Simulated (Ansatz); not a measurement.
Ansatz (a program for electronic structure) input:

Ansatz 0.2 input:
```yaml
crystal:
  lattice:
    - [4.2586751032, 0.0, 0.0]
    - [-2.1293375516, 3.6881208258, 0.0]
    - [0.0, 0.0, 5.7636755483]
  atoms:
    - { symbol: Bi, position: [0.3333333333, 0.6666666667, 0.25] }
    - { symbol: Bi, position: [0.6666666667, 0.3333333333, 0.75] }
    - { symbol: Pd, position: [0.0, 0.0, 0.0] }
    - { symbol: Pd, position: [0.0, 0.0, 0.5] }
kpoints:
  mp_grid: { grid: [11, 11, 7] }
hamiltonian:
  xc: r2scan
  pseudopotentials: { kind: paw }
scf:
  occupations: { method: gaussian, width: 0.1 }
checkpoint: { read: metal.run }
output: { write_density: true, elf: true, volumetric_format: npy }
basis: { fft_grid_basis: typed }
```

Output (shortened):

```
Pseudopotential: Bi, paw, valence charge 15
Pseudopotential: Pd, paw, valence charge 18
Functional definition: r2SCAN
Crystal: 4 atoms, lattice volume = 90.527 Å³
Basis set: ecut = 500 eV, 2307 PW (Γ), exchange–correlation on 128×128×180 points (64 copies of the dense FFT grid, shifted against one another)
Bands: 40, of which v1, the nominal top of the filled ones, is band 33 counted from 1 (32 counted from 0)
Symmetry: 24 space group operations
Space group: P63/mmc (ITA 194), of the structure as read, at distance tolerance 4.5e-5 Å
k-points: 64 of 847
Stability of the state it starts from, as read at its close in the unpolarized treatment …
iter 1 solved again at ethr=2.59e-8 eV; its pass at ethr=3.10e-3 eV (dr2=1.71e-5 eV) is discarded
SCF iter   1: F=—  HF=-38794.819617 eV  |F-HF|=—  |Δ(HF+E_count)|=         —  Δρ=2.51e-7  dr2=4.07e-11  dr2_τ=6.03e-12  ethr=2.59e-8  ⟨swp⟩=3.9  Hψ=18642  notcnv=0
preconditioner: auto → LDOS
SCF iter   2: F=-38794.819617 eV  HF=-38794.819617 eV  |F-HF|=4.37e-11  |Δ(HF+E_count)|=   1.63e-8  Δρ=2.93e-7  dr2=6.32e-11  dr2_τ=6.01e-12  ethr=1.00e-12  ⟨swp⟩=7.6  Hψ=11442  notcnv=0
SCF 1 converged in 2 iterations: F = -38794.819617 eV  dr2 = 6.32e-11
SCF converged after 2 iterations
Free energy (F): -38794.819617 eV
Harris-Foulkes:  -38794.819617 eV  (|F-HF|=4.37e-11)
Internal energy: -38794.814378 eV  (E = F + TS)
E sigma→0 (E₀):  -38794.816998 eV
Entropy (-TS):   -0.005238 eV (-1.310 meV/atom)
Fermi energy:    14.433781 eV
--- Per-component energies (eV) ---
  E_band       = -612.835182
  E_kinetic    = 1637.335210
  E_local      = -7540.299495  (includes V_loc(G=0)·N_el)
  E_nonlocal   = 1560.041246
  E_hartree    = 2872.690162
  E_xc         = -601.662168
  E_vxc        = -777.948352  (∫ρ·V_xc dr)
  E_paw        = -28925.936364  (= ΣΔE_a)
  E_vpaw       = -1293.579175  (= ΣTr[D̂ρ^β])
  E_aug_tail   = -0.000368  (compensation charges beyond the density's cutoff)
  E_vtau       = 56.235511  (kinetic-family band-sum trace: ∫τ·v_τ [+ j·A + Jᵃ·Aᵃ] dr)
  E_ewald      = -7797.829523
  E_core_change = 0.846921  (= ΣΔE_core)
  E_smearing   = -0.005238  (= −TS)
  E_closure    =  0.000000  (closes the sum)
  Σ components = -38794.819617   (vs F -38794.819617, Δ=0.00e0)
  [band-id]    e_kinetic+e_local+e_nonlocal+2·e_hartree+e_vxc+e_vpaw+e_augmentation_tail+e_vtau = -612.835098   (vs E_band -612.835182, Δ=8.42e-5)
--- Band table (eV; the first three rows and the last of 64) ---
  k-point 0: bands = ["-72.3873", "-72.3767", "-37.3538", "-37.3299", "-37.3299", "-37.3161", "-37.3161", "-37.2112", "-9.1982", "-9.1982", "-9.1602", "-9.1602", "-9.1529", "-9.1520", "-9.1520", "-9.1410", "-9.1208", "-9.1208", "1.3278", "3.9603", "8.7924", …
  k-point 1: bands = ["-72.3868", "-72.3772", "-37.3468", "-37.3292", "-37.3292", "-37.3168", "-37.3168", "-37.2183", "-9.1960", "-9.1960", "-9.1617", "-9.1617", "-9.1522", "-9.1508", "-9.1508", "-9.1415", "-9.1228", "-9.1228", "1.4136", "3.7318", "9.1133", …
  k-point 2: bands = ["-72.3853", "-72.3787", "-37.3273", "-37.3273", "-37.3272", "-37.3187", "-37.3187", "-37.2382", "-9.1900", "-9.1900", "-9.1661", "-9.1661", "-9.1503", "-9.1473", "-9.1473", "-9.1429", "-9.1280", "-9.1280", "1.6672", "3.2033", "9.8678", …
  k-point 63: bands = ["-72.3831", "-72.3808", "-37.3257", "-37.3254", "-37.3226", "-37.3223", "-37.2984", "-37.2668", "-9.1806", "-9.1792", "-9.1757", "-9.1540", "-9.1491", "-9.1452", "-9.1398", "-9.1390", "-9.1167", "-9.1161", "3.2068", "3.2341", "9.4780", …
```

Cost: about 23 core-seconds (a rough figure) on shared cores.

Space group P6_3/mmc (NiAs type). The workflow started from an entry of the Crystallography Open Database (COD), which files this formula under 2 space groups. Whether it is the stable phase at ambient conditions was not checked. Symmetry was held in the r²SCAN relaxation; whether a distortion lowers the energy is not shown. No spin polarisation was allowed. Scalar-relativistic: spin–orbit coupling is off unless named, which matters more the heavier the elements.

Potentials: the later of the program's two PAW sets.

Ansatz is a plane-wave DFT program.
